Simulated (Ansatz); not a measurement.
# Phonons of GdN (CsCl-type structure)

Computed with Ansatz (plane waves, PAW, 420 eV cutoff): PBEsol, scalar-relativistic, collinear spin, Gaussian smearing of 0.15 eV; PAW files: Ansatz's generated set soft_2.

```
Gd N
1.0
     2.98761    0.00000    0.00000
     0.00000    2.98761    0.00000
     0.00000    0.00000    2.98761
Gd N
1 1
Direct
  0.00000 0.00000 0.00000
  0.50000 0.50000 0.50000
```

This is a trial structure; measured cells of the compound in the Crystallography Open Database are in space group Fm-3m (rock salt).

Moments typed, the run going on from the state of an earlier one (μB, in the order of the atoms): 7.53, 0.0.

The spin moment ends at 6.98 μB for each cell as shown.

Force constants come from finite displacements in a 2×2×2 supercell (the unit cell's 12×12×12 k-mesh, folded to it); the long-range dipole term is not included. Points in reciprocal vectors of this cell: Γ = (0.000, 0.000, 0.000), X = (0.000, 0.500, 0.000), M = (0.500, 0.500, 0.000), R = (0.500, 0.500, 0.500).

Frequencies at the named points (cm⁻¹, imaginary ones negative):
| point | ω (cm⁻¹) |
| --- | --- |
| Γ | -198 -198 -198 0 0 0 |
| X | -110 -110 167 167 190 516 |
| M | -210 -125 159 159 399 399 |
| R | 137 137 137 429 429 429 |

(1) Is the structure dynamically stable along this path, and where does the spectrum end?

Answer:

(1) No: a branch is imaginary, down to 210i cm⁻¹ at M. The highest frequency is 516 cm⁻¹, at X. Points that don't fit the supercell are interpolated.

The crystal is a metal or nearly so; low and unstable modes depend on mesh and smearing.

It ran for 3 min on 4 threads of Arm Neoverse V1 (shared host), peak memory 2.2 GiB.

Without a U the 4f levels of Gd lie too near the Fermi level, so their share of the states there, and what hangs on it, is overstated. Spin–orbit coupling, which matters for such heavy elements, is left out. Site moments are of spin, integrated over atomic spheres. Only parallel moments were tried, so the real magnetic order may be another.
